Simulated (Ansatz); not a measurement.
TiSi (rock salt, Fm-3m) at seven volumes, DFT-PBE in the program Ansatz with PAW potentials, scaled uniformly. One row is withheld.

| V (Å³/atom) | P (GPa) |
|---|---|
| 15.030 | ? |
| 15.525 | 7.95 |
| 16.021 | 3.68 |
| 16.516 | 0.00 |
| 17.012 | -3.18 |
| 17.507 | -5.94 |
| 18.003 | -8.33 |

### Question
Fit the shown pressures and predict the withheld one.

### Answer
P = (3/2)B₀(x^(7/2) − x^(5/2))[1 + (3/4)(B′ − 4)(x − 1)] with x = (V₀/V)^(2/3). Least squares on the six rows gives V₀ = 16.516 Å³/atom, B₀ = 114 GPa, B′ = 3.84. At V = 15.030, x = 1.0649 and P = 12.88 GPa. The run itself gave 12.92 GPa.

A made-up cell: these elements were put on the sites of a structure type; neither database checked (COD, Materials Project) lists it. COD files the formula under space group No. 25, so this cell is another polymorph or a model. Its standing as an ambient phase is unchecked. The PBE relaxation kept the symmetry of its start; whether a distortion lowers the energy is not shown. The run is not spin-polarised.

Potentials: the later of the program's two PAW sets.
